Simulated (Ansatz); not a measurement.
The numbers come from plane-wave PAW DFT (Ansatz): r2SCAN, no spin polarisation, 500 eV, 9×9×5 Γ-centred k points, fermi-dirac occupations (width 0.1 eV). Nothing was relaxed.

Computed maps in the lattice plane spanned by b (left to right, 4.48 Å, 14 points from zero) and c (bottom to top, 7.13 Å, 22 points from zero), 90° apart, at height 0.333 along a. The fields are smooth PAW ones with compensation charges, not the true ones near nuclei.

Valence density. Digits on a logarithmic scale: 0 up to 0.03 e/Å³, each further digit a factor of 1.6, 9 from 1.3 e/Å³ up:
```
34443322222222
34443322222223
44444333333333
44444444433444
45554444444444
45554455434455
44444455322455
44444444322344
33333444322444
33233344444444
33223344555543
33333344555544
33333445666554
44334456899765
44444568999975
44444569999986
44334569999985
43334457999975
43333456788654
33333344555544
33333333444333
33443322233222
```

Q: The cell is YAl2In2. Which atoms lie within 0.2 Å of this plane, and where (fractions of b and c)?

A: In at (0.67, 0.26), Al at (0.67, 0.64). The whole cell:
```
Y In Al
1.0
     4.47600    0.00000    0.00000
    -2.23800    3.87633    0.00000
     0.00000    0.00000    7.13072
Y In Al
1 2 2
Direct
  0.00000 0.00000 0.00000
  0.33330 0.66670 0.25730
  0.66670 0.33330 0.74270
  0.33330 0.66670 0.64200
  0.66670 0.33330 0.35800
```

Origin: a known structure type with other elements, at an estimated volume, so it need not be a known compound.
